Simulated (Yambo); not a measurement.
AlBO$_{3}$ (space group R-3c, No. 167), G0W0@PBEsol in Yambo with this input:

```
rim_cut
gw0
dyson
el_el_corr
HF_and_locXC
ppa
em1d
RandQpts= 1000000
RandGvec= 1 Ry
EXXRLvcs= 84 Ry
VXCRLvcs= 336 Ry
Chimod= "HARTREE"
% BndsRnXp
 1 | 125 |
%
NGsBlkXp= 7 Ry
% LongDrXp
 1.0 | 1.0 | 1.0 |
%
PPAPntXp= 27.2114 eV
% GbndRnge
 1 | 125 |
%
GTermKind= "BG"
DysSolver= "n"
ExtendOut
```

On a 4×4×4 mesh, with wavefunctions cut at 84 Ry, the gap (Γ → (0.25, 0.25, 0.25)) is 8.346 eV and the valence edge shifts by -1.285 eV.

Problem. What happens with this change: exchange cut at 5 Ry?

Solution. The gap falls by 2.546 eV, to 5.800 eV; the shift of the valence edge becomes 2.102 eV. Neither run is shown to be the converged limit.

Geometry of the Materials Project entry, not relaxed at this level; primitive cell a = 5.3144 Å, b = 5.3144 Å, c = 5.3144 Å, α = 50.16°, β = 50.16°, γ = 50.16°.

A shift is the quasiparticle energy of the state minus its PBEsol energy.
